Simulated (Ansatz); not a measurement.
Ta (bcc (W type), Im-3m), a = 3.2528 Å, b = 3.2528 Å, c = 3.2528 Å, α = 90.00°, β = 90.00°, γ = 90.00°; the cell used has 1 atom.

Relaxed with LDA.

Q: Which orbitals make up the states near the Fermi level in the program Ansatz at the LDA level (PAW)?

A: Within 0.5 eV of the Fermi level: Ta 5d 85 %, Ta 6s 8 %. Projections are on Löwdin-orthogonalised atomic valence shells; empty p or d shells of many metals are not among them.

Q: Tabulate the density of states.

A: States/eV per cell of 1 atom, in 0.25 eV bins, energy from the Fermi level.

```csv
E (eV),total,Ta 5d,Ta 6s,Ta 5p
-7.85,0.02,0.00,0.02,0.00
-7.60,0.04,0.00,0.03,0.00
-7.35,0.05,0.00,0.04,0.00
-7.10,0.06,0.00,0.05,0.00
-6.85,0.07,0.00,0.06,0.00
-6.60,0.08,0.00,0.07,0.00
-6.35,0.09,0.00,0.08,0.00
-6.10,0.11,0.01,0.09,0.00
-5.85,0.12,0.01,0.10,0.00
-5.60,0.14,0.02,0.11,0.01
-5.35,0.16,0.03,0.12,0.01
-5.10,0.19,0.04,0.14,0.01
-4.85,0.24,0.07,0.16,0.01
-4.60,0.42,0.20,0.20,0.01
-4.35,0.62,0.37,0.22,0.01
-4.10,0.63,0.41,0.20,0.01
-3.85,0.72,0.51,0.18,0.01
-3.60,0.79,0.60,0.17,0.01
-3.35,0.89,0.71,0.15,0.02
-3.10,1.09,0.92,0.14,0.02
-2.85,1.03,0.89,0.11,0.02
-2.60,0.64,0.58,0.05,0.01
-2.35,0.42,0.38,0.02,0.01
-2.10,0.34,0.32,0.01,0.01
-1.85,0.45,0.42,0.01,0.01
-1.60,1.93,1.88,0.01,0.03
-1.35,1.83,1.77,0.02,0.03
-1.10,1.25,1.19,0.03,0.02
-0.85,1.16,1.07,0.05,0.02
-0.60,1.22,1.09,0.07,0.02
-0.35,1.85,1.58,0.16,0.03
-0.10,1.50,1.27,0.14,0.02
0.15,1.07,0.91,0.08,0.01
0.40,0.87,0.74,0.06,0.01
0.65,0.55,0.44,0.04,0.01
0.90,0.36,0.26,0.03,0.00
1.15,0.33,0.25,0.02,0.00
1.40,0.33,0.26,0.02,0.00
1.65,0.33,0.28,0.01,0.00
1.90,0.46,0.42,0.01,0.00
2.15,0.62,0.59,0.02,0.00
2.40,0.68,0.64,0.02,0.00
2.65,0.71,0.68,0.02,0.00
2.90,0.78,0.74,0.02,0.00
3.15,0.88,0.84,0.02,0.00
3.40,0.99,0.95,0.02,0.00
3.65,1.01,0.96,0.02,0.00
3.90,1.05,1.01,0.02,0.00
4.15,1.15,1.11,0.01,0.00
4.40,1.02,0.98,0.01,0.00
4.65,1.13,1.09,0.03,0.00
```

Symmetry was held in the LDA relaxation. No spin polarisation was allowed. Scalar-relativistic: spin–orbit coupling is off unless named, which matters more the heavier the elements.

Potentials: the later of the program's two PAW sets.
